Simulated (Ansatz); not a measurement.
SiC in space group P6_422 (No. 181; Si on 3c, C on 3d), plane-wave PAW PBE (Ansatz code). The conduction-band minimum lies at M, with 3 equivalent valleys. Second derivatives d²E/dk² of the lowest band at one valley (eV·Å²), along Cartesian directions:

| direction | d²E/dk² |
|---|---|
| [100] | 9.901 |
| [010] | 16.97 |
| [001] | 43.75 |
| [110] | 13.41 |
| [101] | 26.80 |
| [011] | 30.34 |

Question: Find the principal effective masses, the density-of-states mass and the conductivity mass.

Answer: Off-diagonal terms follow from H_xy = H[110] − (H_xx + H_yy)/2, and m*/mₑ = 7.620 eV·Å² over each eigenvalue: 0.17, 0.45, 0.77. One valley's DOS mass (m₁m₂m₃)^(1/3) = 0.39, conductivity mass 3/(Σ 1/mᵢ) = 0.32 mₑ.

Question: What effective density of states Nc follows at 300 K for parabolic valleys?

Answer: Nc = 2.509e19 × 3 × (0.39)^(3/2) ≈ 1.8e19 cm⁻³.

The start of the workflow was typed in or built on a structure type; neither database checked (COD, Materials Project) lists it. It is not the phase usual at ambient conditions (space group No. 186, 216). The PBE relaxation kept the symmetry of its start; whether a distortion lowers the energy is not shown. Its formation energy is positive at this level, so the cell may be metastable or incomplete.

Potentials: the later of the program's two PAW sets.

Edges and masses are those of Kohn–Sham bands, whose gap is no quasiparticle gap.
